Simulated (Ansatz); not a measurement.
Structures of Te2O: which is lowest?

Plane-wave DFT in Ansatz with scalar-relativistic PAW potentials, cutoff 420 eV, Γ-centred meshes chosen by cell and gap, Gaussian smearing with energies taken to zero width. Every cell was relaxed (cell and atoms) in a run of its own, within the symmetry of its start. Functional: PBE.

Relaxed structures (starts from databases or built by putting these elements on another compound's sites):
A. Pn-3m, 6 atoms in the computed cell, a = 5.217 Å; sites (symmetry × multiplicity) Te .-3m × 4, O -43m × 2; start: built
B. R3m, 3 atoms in the computed cell, a = 3.766 Å, c = 18.806 Å; sites (symmetry × multiplicity) Te 3m × 3 + 3m × 3, O 3m × 3; start: built
C. P4/nmm, 6 atoms in the computed cell, a = 6.029 Å, c = 4.423 Å; sites (symmetry × multiplicity) Te -4m2 × 2 + 4mm × 2, O 4mm × 2; start: built

Problem. Rank them by energy. Could pressure change the order?

Solution.
| structure | group | E − E(lowest) (meV/atom) | V (Å³/atom) | gap on mesh (eV) |
| --- | --- | --- | --- | --- |
| C | P4/nmm | 0.0 | 26.80 | 0.00 |
| B | R3m | 15.9 | 25.67 | 0.86 |
| A | Pn-3m | 175 | 23.67 | 0.00 |

C is lowest, 16 meV/atom under B. B is denser by 1.13 Å³/atom, so pressure favours it: ΔE/ΔV, with ΔE in eV and 1 eV/Å³ = 160.2 GPa, gives about 2.3 GPa for equal enthalpy if both cells were rigid, a rough figure since the two compress differently. Other structures may lie lower than all of these, and vibrations aren't counted.

Spin-orbit coupling is left out, which matters for the bands of heavy elements.